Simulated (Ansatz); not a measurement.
TiHSe$_{2}$:
```yaml
crystal:
  lattice:
    - [3.58195, 0.00000, 0.00000]
    - [-1.79097, 3.10206, 0.00000]
    - [0.00000, 0.00000, 6.16638]
  atoms:
    - { symbol: Se, position: [0.66667, 0.33333, 0.99631] }
    - { symbol: Ti, position: [0.00000, 0.00000, 0.23954] }
    - { symbol: Se, position: [0.33333, 0.66667, 0.48370] }
    - { symbol: H, position: [0.33333, 0.66667, 0.72845] }
```

Relaxed with PBE+D3(BJ). Special points in fractions of this cell's reciprocal vectors: Γ (0.000, 0.000, 0.000); M (0.500, 0.000, 0.000); K (0.333, 0.333, 0.000); A (0.000, 0.000, 0.500); L (0.500, 0.000, 0.500); H (0.333, 0.333, 0.500).

Q: List the band energies nearest the Fermi level at these points for DFT-PBE+D3(BJ) in the program Ansatz with PAW potentials.

A: In eV from the Fermi level; about four levels below and three above (degenerate sets whole), none deeper than 8.9 eV; points with the same levels are listed once.

```csv
k,below,above
Γ,-2.10 -0.47 -0.47 -0.07,0.20 0.20 2.75 2.75
M,-3.29 -2.98 -2.16 -0.46,1.05 1.41 1.86
K,-4.81 -4.43 -3.10 -3.08,0.72 0.77 1.24
A,-2.94 -2.94 -0.67 -0.67,0.19 0.19 0.49
L,-3.16 -2.47 -1.84 -0.75,1.05 1.34 2.03
H,-4.59 -3.85 -3.70 -2.63,0.23 0.79 0.90
```

Space group P3m1. The cell is a constructed one: a structure type filled with these elements; neither database checked (COD, Materials Project) lists it. Whether it is the stable phase at ambient conditions was not checked. Symmetry was held in the PBE+D3(BJ) relaxation; of distortions, only those at the zone centre were tested. No spin polarisation was allowed. With an odd number of electrons in the cell and no spin polarisation, the count alone makes it a metal. Spin–orbit coupling is left out wherever it is not named.

Potentials: the later of the program's two PAW sets.
